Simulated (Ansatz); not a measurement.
Si in space group P6_422 (No. 181; Si on 3c) at seven volumes, DFT-PBE in the program Ansatz with PAW potentials, shape and atoms relaxed at each. One row is withheld.

| V (Å³/atom) | P (GPa) |
|---|---|
| 16.495 | 11.15 |
| 17.039 | 6.82 |
| 17.583 | ? |
| 18.126 | 0.00 |
| 18.670 | -2.66 |
| 19.214 | -4.93 |
| 19.758 | -6.84 |

Fit the shown pressures and predict the withheld one.

P = (3/2)B₀(x^(7/2) − x^(5/2))[1 + (3/4)(B′ − 4)(x − 1)] with x = (V₀/V)^(2/3). Least squares on the six rows gives V₀ = 18.126 Å³/atom, B₀ = 96.0 GPa, B′ = 4.41. At V = 17.583, x = 1.0205 and P = 3.12 GPa. The run itself gave 3.12 GPa.

The start of the workflow was typed in or built on a structure type; neither database checked (COD, Materials Project) lists it. It is not the phase usual at ambient conditions (space group No. 227). The PBE relaxation kept the symmetry of its start; whether a distortion lowers the energy is not shown.

Potentials: the later of the program's two PAW sets.
